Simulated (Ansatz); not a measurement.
Starting cell, Lu (hcp, Mg type):

```
CELL_PARAMETERS angstrom
      3.50707     0.00000     0.00000
     -1.75353     3.03721     0.00000
      0.00000     0.00000     5.46215
ATOMIC_POSITIONS crystal
  Lu 0.33333 0.66667 0.75000
  Lu 0.66667 0.33333 0.25000
```

In each cell atom 1 (Lu, nearest neighbour Lu at 3.400 Å; its periodic images, 3.5 Å or more away, move with it) moves by s·(0.707, 0.707, 0.000) (along Cartesian [110]), the rest being held.

Calculation: PBE (plane waves to 420 eV, PAW, scalar-relativistic; Ansatz, an electronic-structure program). k mesh 12×12×7 (Γ-centred), Fermi-Dirac smearing 0.05 eV. With partly filled bands, energies and forces of such displacements shift with the k mesh and the smearing. F⊥ is the part of the force across the line. Lu is run without spin polarisation. Lu was relaxed with its symmetry unable to fall. The PAW data are Ansatz's earlier set. 

| s (Å) | |F⊥| (eV/Å) |
|---|---|
| -0.340 | 0.062 |
| -0.272 | 0.042 |
| -0.204 | 0.025 |
| -0.136 | 0.012 |
| -0.068 | 0.003 |
| 0.000 | 0.000 |
| 0.068 | 0.003 |
| 0.136 | 0.012 |
| 0.204 | 0.023 |
| 0.272 | 0.037 |
| 0.340 | … |

### Question
What belongs in the gaps?

### Answer

- 0.340, |F⊥| (eV/Å): 0.056

(For displaced atoms, the force is minus the slope of the energy, and its curvature is a force constant, which sets phonon frequencies.)
